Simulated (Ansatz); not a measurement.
**Cu: from a starting cell to a relaxed one**

The start is a generated trial cell of Cu in the simple-cubic structure type. The cell and all atomic positions are relaxed at zero pressure with PBEsol (plane waves to 420 eV, PAW, scalar-relativistic; Ansatz, a program for electronic structure). The first steps use a coarse 14×14×14 k-mesh.

Initial structure:
```
CELL_PARAMETERS angstrom
      2.36171     0.00000     0.00000
      0.00000     2.36171     0.00000
      0.00000     0.00000     2.36171
ATOMIC_POSITIONS crystal
  Cu 0.00000 0.00000 0.00000
```

Question: How do the shortest distances between atoms change?

Answer: The closest pairs of elements (up to four, under 3.6 Å), start → end: Cu–Cu 2.36 → 2.36 Å.

Question: Is the relaxed structure metallic? Give its gap.

Answer: Zero (metallic).

The space group stays Pm-3m (No. 221) (the run could not lower it); the end is simple cubic type, with 1 atom in the primitive cell. Final values are on a 20×20×20 k-mesh of the relaxed cell. No spin polarisation in the result.

The run could not lose the symmetry of its start, so the end can be a saddle point.

The relaxed structure here is a generated cell of Cu: the first start was made by placing the elements on the sites of a structure type, and the end was not matched to a known phase here, so it may be hypothetical. Known forms of Cu include space group No. 225.
